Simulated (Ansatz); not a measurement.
**Computed properties of IrW**

IrW:
```
IrW
1.0
    0.00000     2.57353     2.57353
    2.57353     0.00000     2.57353
    2.57353     2.57353     0.00000
Ir W
1 1
Direct
  0.00000   0.00000   0.00000
  0.50000   0.50000   0.50000
```

Space group Fm-3m (No. 225), rock salt; conventional cell a = 5.1471 Å, b = 5.1471 Å, c = 5.1471 Å, α = 90.00°, β = 90.00°, γ = 90.00°.

Method: plane-wave PAW PBEsol (Ansatz code). Structure relaxed to zero pressure with the same functional. Other levels are named where they apply.

Cell and energy:

```yaml
volume_per_atom: 17.04 Å³
density: 18.32 g/cm³
Formation energy from the elements (no fitted shifts): 0.90 eV/atom
```

Electronic structure:

```yaml
electronic_character: metallic (no gap)
Density of states at the Fermi level: 0.93 states/eV per atom (mean over ±0.08 eV)
Gap with spin–orbit coupling: none (metallic)
```

Mechanics:

```yaml
Bulk modulus (Birch–Murnaghan fit): 267 GPa
Pressure derivative B′: 4.4
Elastic constants (relaxed ions, GPa): C11 = 324, C12 = 239, C44 = -7.4
mechanical_stability: unstable (C has a negative eigenvalue)
```

Phonons:

```yaml
highest_zone_centre_frequency: 43 cm⁻¹
zone_centre_stability: no imaginary mode at Γ
```

The start of the workflow was typed in or built on a structure type; neither database checked (COD, Materials Project) lists it. COD files the formula under space group No. 51. Whether it is the stable phase at ambient conditions was not checked. The cell was relaxed with PBEsol under the symmetry of its start. The run is not spin-polarised. Its formation energy is positive at this level, so the cell may be metastable or incomplete. As this level gives no gap, shear constants depend on the k-mesh and smearing (Fermi–Dirac, 0.1 eV here). As this level gives no gap, phonon frequencies hold no LO–TO term and depend on the k-mesh and smearing (Fermi–Dirac, 0.1 eV here). The references are the lowest solids computed at this level, not always the standard phases. Spin–orbit coupling is left out wherever it is not named.

Potentials: the earlier of the program's two PAW sets. The files were generated under PBE; for other functionals the program regenerates the frozen cores, and for LDA and PBEsol the local potential too.
